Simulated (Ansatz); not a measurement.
Method: PBE, no spin polarisation; PAW, plane waves to 420 eV, 6×6×6 Γ-centred mesh, fermi-dirac occupations (width 0.1 eV) (Ansatz 0.2.0), atoms fixed.

Computed maps in the lattice plane spanned by b (left to right, 5.65 Å, 17 points from zero) and c (bottom to top, 5.65 Å, 17 points from zero), 60° apart, at height 0.798 along a. The fields are smooth PAW ones with compensation charges, not the true ones near nuclei.

Valence density. Digits on a logarithmic scale: 0 up to 0.03 e/Å³, each further digit a factor of 1.6, 9 from 1.3 e/Å³ up:
```
57986433467765334
58999643478997533
48999963479999853
46999974469999975
44699985358999996
42357864236899997
42124443123689987
42101111002356776
33210000001234444
45532000013454333
57875300014687643
58999630014899964
58999952014799996
67999973102599998
76899985211369999
66678875322246887
66765554344444455
```

ELF. Ten even steps from '0' (0.01) to '9' (0.84):
```
15762000134542000
38989600245455310
19957950244213530
06986991145100352
11899993035300154
30178984014531245
31013542002455454
20000000000134443
00000000000001221
02430000002431000
28986100004899500
29999710005999960
07968960003896792
12966983001798586
11499994000189997
11127982001016985
01110220023310131
```

The cell is Tl₂NiF₆. Which atoms lie within 0.2 Å of this plane, and where (fractions of b and c)?

F at (0.20, 0.20), F at (0.20, 0.80), F at (0.80, 0.20). The whole cell:
```
CELL_PARAMETERS angstrom
0.00000 3.99355 3.99355
3.99355 0.00000 3.99355
3.99355 3.99355 0.00000
ATOMIC_POSITIONS crystal
F 0.79800 0.20200 0.20200
F 0.20200 0.79800 0.20200
F 0.20200 0.79800 0.79800
F 0.79800 0.20200 0.79800
F 0.20200 0.20200 0.79800
F 0.79800 0.79800 0.20200
Ni 0.00000 0.00000 0.00000
Tl 0.25000 0.25000 0.25000
Tl 0.75000 0.75000 0.75000
```

Origin: a known structure type with other elements, at an estimated volume, so it need not be a known compound. Caveats: no spin polarisation, so a magnetic state may lie lower; atoms or cell far from equilibrium.
